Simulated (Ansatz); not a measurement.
A scan (energy over volume and axial ratio; atoms clamped) gave these values. All values below come from r2SCAN (plane waves to 500 eV, PAW, scalar-relativistic; Ansatz, an electronic-structure program).

- Shear modulus C′ = (C11 − C12)/2 (fit, atoms clamped) = 60 GPa

Q: Of these crystals, all scanned alike, which one is it?
A. SiC (zinc blende)
B. PbS (rock salt)
C. C (diamond)

A: B, PbS (rock salt). The others have, for the shear modulus C′ = (C11 − C12)/2: C 496 GPa, SiC 140 GPa

All were relaxed with their symmetry unable to fall. Spin-orbit coupling is left out.

(A scan under strain: stresses follow from slopes of the energy per volume, elastic moduli from its curvatures.)
